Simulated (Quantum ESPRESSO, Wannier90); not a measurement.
## Wannier functions of CuI (Cmcm)

```xyz
4
Lattice="3.7332 -3.7111 0.0000 3.7332 3.7111 0.0000 0.0000 0.0000 4.3070" Properties=species:S:1:pos:R:3 pbc="T T T"
Cu     0.0000    -3.1206    -1.0768
Cu     0.0000     3.1206     1.0768
I      0.0000     1.7068    -1.0768
I      0.0000    -1.7068     1.0768
```

Materials Project entry mp-1007922; symmetrised, unrelaxed at this level. Not found in the COD (Crystallography Open Database) copy used, which has the formula in other groups; not checked further. Computed values, not measurements, from PBEsol: Quantum ESPRESSO (norm-conserving PseudoDojo potentials, cutoff 74 Ry, no spin polarisation, no spin-orbit coupling) on a Γ-centred 6×6×8 mesh, then Wannier90. Density: 6×6×8 mesh, Gaussian smearing 0.01 Ry. A non-magnetic state is assumed, with no Hubbard U; filled 3d bands tend to lie too high at this level. The cell is built of weakly bound layers, chains or molecules. Database cells relaxed without dispersion often hold them too far apart, which can enlarge gaps and weakens couplings between them; spacing and stacking were not compared with the measured crystal. Spin-orbit coupling is left out although heavy elements are present.

Bands 11-26 form an isolated set from -6.12 to 0.00 eV relative to the valence-band maximum (on the path) and are turned into 16 Wannier functions by minimising the spread from the start: atomic waves Cu 3d, I 5p.

Centres (Cartesian, Å; one of the equivalent choices) and spreads:

| n | x | y | z | spread (Å²) | nearest atom |
|---|---|---|---|---|---|
| 1 | 0.000 | -3.093 | -1.077 | 0.659 | Cu1 |
| 2 | 0.000 | -3.121 | -1.077 | 0.542 | Cu1 |
| 3 | 0.000 | -3.189 | -1.077 | 0.764 | Cu1 |
| 4 | 0.000 | -3.120 | -1.077 | 0.596 | Cu1 |
| 5 | 0.000 | -3.131 | -1.077 | 0.528 | Cu1 |
| 6 | 0.000 | 3.093 | 1.077 | 0.659 | Cu2 |
| 7 | 0.000 | 3.121 | 1.077 | 0.542 | Cu2 |
| 8 | 0.000 | 3.189 | 1.077 | 0.764 | Cu2 |
| 9 | 0.000 | 3.120 | 1.077 | 0.596 | Cu2 |
| 10 | 0.000 | 3.131 | 1.077 | 0.528 | Cu2 |
| 11 | 0.000 | 1.923 | -1.077 | 2.588 | I3 |
| 12 | 0.000 | 1.770 | -1.077 | 2.350 | I3 |
| 13 | 0.000 | 1.932 | -1.077 | 2.668 | I3 |
| 14 | 0.000 | -1.923 | 1.077 | 2.588 | I4 |
| 15 | 0.000 | -1.770 | 1.077 | 2.350 | I4 |
| 16 | 0.000 | -1.932 | 1.077 | 2.668 | I4 |

Ω_I = 20.40 Å², Ω_total = 21.39 Å²; the interpolated bands follow pw.x to 0.8 meV rms on the path. Only this start was tried; a symmetric start can stop on a saddle, and mixtures of these functions could lower the total by at most Ω_total − Ω_I.
